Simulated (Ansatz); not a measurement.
SnO₂:
```
CELL_PARAMETERS angstrom
      3.22802     0.00000     0.00000
     -1.61401     2.79555     0.00000
      0.00000     0.00000     5.51326
ATOMIC_POSITIONS crystal
  Sn 0.00000 0.00000 0.00000
  O  0.33333 0.66667 0.18348
  O  0.66667 0.33333 0.81652
```

Relaxed with PBE. Special points in fractions of this cell's reciprocal vectors: Γ (0.000, 0.000, 0.000); M (0.500, 0.000, 0.000); K (0.333, 0.333, 0.000); A (0.000, 0.000, 0.500); L (0.500, 0.000, 0.500); H (0.333, 0.333, 0.500).

Q: List the band energies nearest the valence-band maximum at these points for PBE (plane waves, PAW; program Ansatz).

A: In eV from the valence-band maximum; about four levels below and three above (degenerate sets whole), none deeper than 8.9 eV; … stands for higher levels left out; points with the same levels are listed once.

```csv
k,below,above
Γ,-1.18 -1.18 -0.75 -0.75 -0.34,2.30 5.88 9.99
M,-2.88 -1.25 -0.38 -0.14,5.40 7.47 10.55
K,-3.47 -3.47 -2.51 -0.23 -0.23,6.20 10.13 …
A,-1.18 -1.18 -0.81 -0.74 -0.74,2.93 5.64 10.11
L,-2.86 -1.10 -0.41 -0.16,5.34 7.32 10.38
H,-3.54 -3.54 -2.58 -0.11 -0.11,6.21 9.47 …
```

Space group P-3m1 (CdI2 type). A made-up cell: these elements were put on the sites of a structure type; neither database checked (COD, Materials Project) lists it. It is not the phase usual at ambient conditions (space group No. 136). The cell was relaxed with PBE under the symmetry of its start; its stability against distortions is not shown here. A crystal of weakly bound layers computed without a dispersion correction: the cell and the soft elastic constants depend strongly on that. Scalar-relativistic: spin–orbit coupling is off unless named, which matters more the heavier the elements.

Potentials: the later of the program's two PAW sets.
